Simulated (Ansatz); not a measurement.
Starting cell, KZnF₃ (cubic perovskite):

```xyz
5
Lattice="4.0523 0.0000 0.0000 0.0000 4.0523 0.0000 0.0000 0.0000 4.0523" Properties=species:S:1:pos:R:3 pbc="T T T"
K      0.0000     0.0000     0.0000
Zn     2.0262     2.0262     2.0262
F      0.0000     2.0262     2.0262
F      2.0262     0.0000     2.0262
F      2.0262     2.0262     0.0000
```

Two-dimensional scan of atom 1 (K, nearest neighbour F at 2.865 Å; its periodic images, 4.1 Å or more away, move with it): u runs along (1.000, 0.000, 0.000), v along (0.000, 1.000, 0.000) (Cartesian). Cell and other atoms are fixed.

These are PBEsol (plane waves to 420 eV, PAW, scalar-relativistic; Ansatz, a quantum-chemistry and plane-wave program) values and carry that method's errors. k mesh 7×7×7 (Γ-centred), Fermi-Dirac smearing 0.05 eV. Fu and Fv are the components of the force on the atom. KZnF3 was relaxed with its symmetry unable to fall. 

| Fv (eV/Å) | u = -0.430 | u = -0.215 | u = 0.000 | u = 0.215 | u = 0.430 |
|---|---|---|---|---|---|
| v = -0.430 | [?] | [?] | 0.82 | [?] | [?] |
| v = -0.215 | 0.61 | 0.41 | 0.35 | 0.41 | 0.61 |
| v = 0.000 | 0.00 | 0.00 | 0.00 | 0.00 | 0.00 |
| v = 0.215 | -0.61 | -0.41 | -0.35 | -0.41 | -0.61 |
| v = 0.430 | [?] | [?] | -0.82 | [?] | [?] |

Problem. Some entries are withheld; supply them.

Solution. 
- v = -0.430, u = -0.430: 1.44
- v = -0.430, u = -0.215: 0.96
- v = -0.430, u = 0.215: 0.96
- v = -0.430, u = 0.430: 1.44
- v = 0.430, u = -0.430: -1.44
- v = 0.430, u = -0.215: -0.96
- v = 0.430, u = 0.215: -0.96
- v = 0.430, u = 0.430: -1.44

(For displaced atoms, the force is minus the slope of the energy, and its curvature is a force constant, which sets phonon frequencies.)
